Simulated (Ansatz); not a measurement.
LuCr3, all-electron reference calculation

This is LuCr3 placed on the sites of the Cu3Au structure (a generated, not necessarily known, phase), then sheared and rattled, one atom being moved towards a neighbour.

PBE, all-electron LAPW in Ansatz, scalar-relativistic, point nucleus. Sampling: 2×2×2 (half-step shift) mesh with 0.15 eV Fermi–Dirac smearing (a coarse mesh, not converged over the zone). For a metal, stress, forces and moments on so few k-points can be far from the converged ones. No spin polarisation. So it leaves out the moments that atoms of Cr often carry. Atoms are numbered as listed.

```
CELL_PARAMETERS angstrom
4.05041 -0.05079 -0.03601
-0.05079 3.73127 0.04500
-0.03601 0.04500 3.96344
ATOMIC_POSITIONS crystal
Lu 0.14459 0.81395 0.38073
Cr 0.10926 0.22669 0.81973
Cr 0.65082 0.77529 0.85877
Cr 0.61691 0.26422 0.37138
```

```json
{"atom": "Lu1", "Fx (eV/Å)": "-0.233", "Fy (eV/Å)": "-2.870", "Fz (eV/Å)": "-1.841"}
{"atom": "Cr2", "Fx (eV/Å)": "-0.656", "Fy (eV/Å)": "1.804", "Fz (eV/Å)": "1.452"}
{"atom": "Cr3", "Fx (eV/Å)": "-0.084", "Fy (eV/Å)": "-0.027", "Fz (eV/Å)": "0.458"}
{"atom": "Cr4", "Fx (eV/Å)": "0.973", "Fy (eV/Å)": "1.093", "Fz (eV/Å)": "-0.068"}
```

Stress (GPa; xx, yy, zz, yz, xz, xy; compression positive): 10.28, -0.88, 8.39, -0.22, -0.27, -0.38.

```yaml
All-electron_free_energy_E_−_TS_its_zero_hangs_on_the_relativistic_scheme_and_nucleus: -482075.643 eV
Pressure: 5.93 GPa
Largest_force: 3.418 eV/Å
```

(1) What does r2SCAN by all-electron PAW datasets generated for the cell without frozen cores, scalar-relativistic, point nucleus give for this geometry?

(2) The same cell and mesh under LDA (PW92) by all-electron full-potential LAPW, scalar-relativistic, point nucleus: what changes?

(3) Now PBE (spin-polarised) at the same geometry. How do the results move? Spin-polarised from the start moments 0, 4, -4, 4 μB (atoms as listed), with no search for lower states.

Results:

(1) Beside PBE, the pressure drops by 3.69 GPa to 2.24 GPa, and the forces move by 0.112 eV/Å (r.m.s. over the atoms).

```json
{"atom": "Lu1", "Fx (eV/Å)": "-0.268", "Fy (eV/Å)": "-2.914", "Fz (eV/Å)": "-1.859"}
{"atom": "Cr2", "Fx (eV/Å)": "-0.568", "Fy (eV/Å)": "1.874", "Fz (eV/Å)": "1.492"}
{"atom": "Cr3", "Fx (eV/Å)": "-0.141", "Fy (eV/Å)": "-0.107", "Fz (eV/Å)": "0.546"}
{"atom": "Cr4", "Fx (eV/Å)": "0.978", "Fy (eV/Å)": "1.147", "Fz (eV/Å)": "-0.179"}
```

(2) Beside PBE, the pressure decreases by 12.00 GPa to -6.07 GPa, and the forces move by 0.397 eV/Å (r.m.s. over the atoms).

Forces in eV/Å:
```
Lu1  -0.158 -2.496 -1.564
Cr2  -0.796  1.425  1.132
Cr3   0.068  0.160  0.334
Cr4   0.886  0.911  0.098
```

(3) Against PBE without spin, the pressure increases by 7.91 GPa to 13.84 GPa, and the forces move by 0.504 eV/Å (r.m.s. over the atoms). The free energy falls by 80.3 meV an atom. The total moment is 2.18 μB and the absolute moment is 6.65 μB.

```csv
atom,Fx (eV/Å),Fy (eV/Å),Fz (eV/Å)
Lu1,-0.143,-2.622,-1.878
Cr2,-0.315,1.663,2.062
Cr3,-0.241,-0.036,0.457
Cr4,0.699,0.996,-0.640
```
